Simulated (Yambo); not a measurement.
G0W0@PBEsol for CsVN$_{2}$ (space group Fd-3m, No. 227) in Yambo. Reference settings: 2×2×2 Γ-centred k mesh, bands 3 to 214 and a 7 Ry block in the screening, 214 bands in G with the Bruneval-Gonze terminator, plasmon pole fitted at 27.2 eV. The PBEsol gap L → Γ on this mesh is 0.56 eV; G0W0 gaps are taken between the same points.

With and without the terminator, as bands are cut:

```tsv
bands in G (in W)	gap, terminator (eV)	gap, none (eV)	valence shift, terminator (eV)	valence shift, none (eV)
58 (58)	1.228	1.350	0.559	1.016
84 (84)	1.197	1.360	0.479	0.901
122 (122)	1.259	1.401	0.319	0.667
167 (167)	1.314	1.471	0.202	0.471
214 (214)	1.326	1.465	0.154	0.366
```

Over this range the gap spans 0.129 eV with the terminator and 0.121 eV without, the valence shift 0.405 eV and 0.650 eV. Neither column has reached its limit for certain.

Geometry of the Materials Project entry, not relaxed at this level; primitive cell a = 5.900 Å, b = 5.900 Å, c = 5.900 Å, α = 60.00°, β = 60.00°, γ = 60.00°.

The structure is a Materials Project entry; no match was found in the copy of COD used, and its stability was not checked.

The runs are not spin-polarised; magnetic order was not tried.

A shift is the quasiparticle energy of the state minus its PBEsol energy.
